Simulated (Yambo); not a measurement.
Yambo run on a free-standing Cu2SO4 monolayer (symmetry C222, slab cell 14.8 Å high). The wavefunctions come from this Quantum ESPRESSO step (PBEsol, PseudoDojo standard norm-conserving files, scalar-relativistic):

```
&CONTROL
  calculation = 'nscf'
  pseudo_dir = './pseudo'
  outdir = './out'
/
&SYSTEM
  ibrav = 0
  nat = 7
  ntyp = 3
  ecutwfc = 92.0
  ecutrho = 368.0
  occupations = 'fixed'
  force_symmorphic = .true.
  nbnd = 153
  assume_isolated = '2D'
/
&ELECTRONS
  conv_thr = 7.000000000000001e-09
  diago_full_acc = .true.
  diago_thr_init = 1e-08
/
ATOMIC_SPECIES
O 15.9990 O.upf
S 32.0600 S.upf
Cu 63.5460 Cu.upf
CELL_PARAMETERS angstrom
  4.484646887000   0.000000000000   0.000000000000
 -2.242323443500   5.289383274000   0.000000000000
  0.000000000000   0.000000000000  14.800000000000
ATOMIC_POSITIONS crystal
O   0.109106872600   0.840424121500  -0.059993509500
O   0.890893127400   0.159575878500  -0.059993509500
O   0.268682751100   0.159575878500   0.059993509500
O   0.731317248900   0.840424121500   0.059993509500
S   0.000000000000   0.000000000000   0.000000000000
Cu   0.500000000000   0.500000000000   0.046912594300
Cu   0.000000000000   0.500000000000  -0.046912594300
K_POINTS automatic
4 4 1 0 0 0
```

Yambo input:

```
rim_cut
gw0
dyson
el_el_corr
HF_and_locXC
ppa
em1d
rim_w
RandQpts= 1000000
RandGvec= 2 Ry
CUTGeo= "slab z"
EXXRLvcs= 92 Ry
VXCRLvcs= 368 Ry
Chimod= "HARTREE"
% BndsRnXp
 9 | 152 |
%
NGsBlkXp= 5 Ry
% LongDrXp
 1.0 | 1.0 | 0.0 |
%
RandGvecW= 375 mRy
PPAPntXp= 27.2114 eV
% GbndRnge
 1 | 152 |
%
GTermKind= "BG"
DysSolver= "n"
ExtendOut
% QPkrange
 1 | 1 | 34 | 35 |
 3 | 3 | 34 | 35 |
%
```

k points by index: 1 = Γ, 3 = (0, -0.5).

Resulting energies as the program prints them:

```
#    K-point    Band    Eo [eV]    E [eV]    E-Eo [eV]    Vxc [eV]    Vnlxc [eV]    Sc|Eo [eV]    Sc|E [eV]    dSc/dw|Eo [eV]    Re(Z)    Im(Z)
#
    1    34    -0.309874    -1.780810    -1.470936    -28.34003    -34.65607    4.391863    4.845112    -8.383603    0.764468    -0.001805
    1    35    2.159245    3.865416    1.706171    -19.68248    -15.62624    -1.960627    -2.350070    -6.210709    0.814171    -0.001502
    3    34    0.000000    -1.377884    -1.377884    -27.73702    -33.47324    3.950544    4.358335    -8.052216    0.771653    -0.001737
    3    35    3.308660    5.209243    1.900582    -20.58950    -15.94289    -2.278259    -2.746025    -6.696669    0.802502    -0.001623
```
(The two width columns are left out.) Convergence of these settings isn't established.

Geometry relaxed with PBEsol.

This is a model layer cut from the bulk structure; whether it is stable on its own was not checked.
